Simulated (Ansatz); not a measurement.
The elements of this relaxed trial crystal are hidden behind letters.

```
lattice vectors (Å)
   3.6187    0.0000    0.0000
  -1.8094    3.1339    0.0000
   0.0000    0.0000   10.7315
fractional positions
X 0.3333 0.6667 0.8447
X 0.3333 0.6667 0.3860
X 0.6667 0.3333 0.1553
X 0.6667 0.3333 0.6140
Z 0.0000 0.0000 0.0000
```

Theory: DFT PBE, scalar-relativistic, plane waves, PAW in Ansatz. Plane waves to 420 eV, a 12×12×4 mesh through Γ for the 5-atom cell and 0.10 eV Gaussian smearing; no spin polarisation.

* Space group: P-3m1 (No. 164)
* Conventional cell: a = 3.619 Å, c = 10.731 Å
* Volume per atom: 24.34 Å³
* Density: 2.40 g/cm³
* Formation energy: −0.31 eV/atom
* Gap on the 12×12×4 mesh of the 5-atom cell: 0 eV (a metal)

Energies are uncorrected and count from the elements' standard states at the same level.

Task: X is an s-block element of period 3 and Z is a p-block element of period 4. Which elements are they?

Result: X = Mg, Z = Se, so the formula is Mg4Se. Density times volume gives a mean mass of 2.40 × 24.34/1.6605 = 35.2 u per atom, and this set has 35.2 u. Among the elements that the hints allow, noble gases aside, only these give it. Around Mg on its first site lie 3 Se at 2.67 Å and 3 Mg at 3.24 Å; Mg on its second site has 6 Mg at 3.22–3.24 Å and 6 Mg at 3.62 Å; Se is surrounded by 6 Mg at 2.67 Å.

Symmetry constrained the relaxation, so the result can be a saddle point.
